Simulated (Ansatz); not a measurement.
## HfC (rock salt), frozen-phonon scan

HfC (rock salt)

```
CELL_PARAMETERS angstrom
      0.00000     4.65154     4.65154
      2.32577     2.32577     4.65154
      2.32577     2.32577     0.00000
ATOMIC_POSITIONS crystal
  C  0.00000 0.00000 0.00000
  C  0.50000 0.00000 0.00000
  Hf 0.00000 0.50000 0.50000
  Hf 0.50000 0.50000 0.50000
```

A phonon eigenvector at X = (0.5, 0.5, 0.0) is frozen into this cell: atom i moves by Q times the vector below, so Q is the largest atomic displacement, in Å. The cell is held. It is one choice among 2 degenerate patterns. (q is in reciprocal vectors of the primitive cell; the cell shown is doubled to hold the pattern.)

```
atom      x       y      z
----  -----  ------  -----
C1    0.000  -0.099  0.000
C2    0.000   0.099  0.000
Hf3   0.000   1.000  0.000
Hf4   0.000  -1.000  0.000
```

Level of theory: PBE (plane waves to 420 eV, PAW, scalar-relativistic; Ansatz, a quantum-chemistry and plane-wave program). k mesh 17×17×17 (Γ-centred), Fermi-Dirac smearing 0.05 eV. Energies are smeared free energies. Stress and pressure are positive under compression. With partly filled bands, energies and forces of such displacements shift with the k mesh and the smearing. HfC is run without spin polarisation. HfC was relaxed with its symmetry unable to fall. Spin-orbit coupling is left out, though Hf is heavy. ΔE is measured from the undisplaced structure.

```csv
Q (Å),ΔE (eV/cell),P (GPa),−dE/dQ from forces (eV/Å)
-0.280,1.275,10.4,9.839
-0.233,0.862,7.2,7.878
-0.187,0.538,4.6,6.061
-0.140,0.295,2.5,4.371
-0.093,0.128,1.1,2.790
-0.047,0.032,0.3,1.360
0.000,0.000,0.0,0.000
0.047,0.032,0.3,-1.360
0.093,0.128,1.1,-2.790
0.140,0.295,2.5,-4.371
0.187,0.538,4.6,-6.061
0.233,0.862,7.2,-7.878
0.280,1.275,10.4,-9.839
```

Derived quantities:

- Energy at Q = 0.280 Å: 1275 meV/cell
- Space group of the distorted cell: Cmcm (No. 63), lowered from Fm-3m
- Symmetry of the curve: even: the same for both signs
- Shape of the curve: a single well with its minimum at or next to zero displacement
- Harmonic wavenumber from the curvature (finite differences): 148 cm⁻¹
- Wavenumber by perturbation theory (DFPT, on another k mesh): 149 cm⁻¹

(For displaced atoms, the force is minus the slope of the energy, and its curvature is a force constant, which sets phonon frequencies.)
